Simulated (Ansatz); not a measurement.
The relaxed structure here is a generated cell of MoS2: the first start was made by placing the elements on the sites of a structure type, and the end was not matched to a known phase here, so it may be hypothetical. Known forms of MoS2 include space group No. 160, 194.

The end point of a relaxation of MoS2. Computed with PBE (plane waves to 420 eV, PAW, scalar-relativistic; Ansatz, a first-principles code).

```xyz
12
Lattice="5.2918 0.0000 0.0000 0.0000 6.0150 0.0000 0.0000 0.0000 6.4566" Properties=species:S:1:pos:R:3 pbc="T T T"
Mo     0.0000     0.0000     2.6440
Mo     0.0000     0.0000     5.4556
Mo     2.6459     3.0075     1.0010
Mo     2.6459     3.0075     3.8126
S      0.9823     2.1661     2.4198
S      1.1475     2.1645     5.6261
S      3.7934     0.8430     0.8305
S      3.6281     0.8414     4.0368
S      1.4984     5.1721     0.8305
S      1.6636     5.1736     4.0368
S      4.3095     3.8489     2.4198
S      4.1443     3.8505     5.6261
```

Q: Determine the symmetry and give the standard cell with its independent sites.

A: Space group P2₁2₁2 (No. 18); a = 5.292 Å, b = 6.015 Å, c = 6.457 Å, α = β = γ = 90.00°

```tsv
atom	site	symmetry	x	y	z
Mo	2a	..2	0.0000	0.0000	0.4095
Mo	2a	..2	0.0000	0.0000	0.8450
S	4c	1	0.1856	0.3601	0.3748
S	4c	1	0.7168	0.1401	0.1286
```

Q: Give the shortest distances between elements (the closest pairs, up to four, under 3.6 Å).

A: Mo–S 2.33 Å; S–S 2.59 Å; Mo–Mo 2.81 Å.

Volume per atom: 17.13 Å³
Band gap: no gap on the sampled points, where the bands overlap only slightly; such a result is sensitive to mesh and level

No spin polarisation in the result.

It was reached from a disturbed copy of a P4₂/mnm (No. 136) cell (rutile type), against which it lies -0.07 eV/atom.
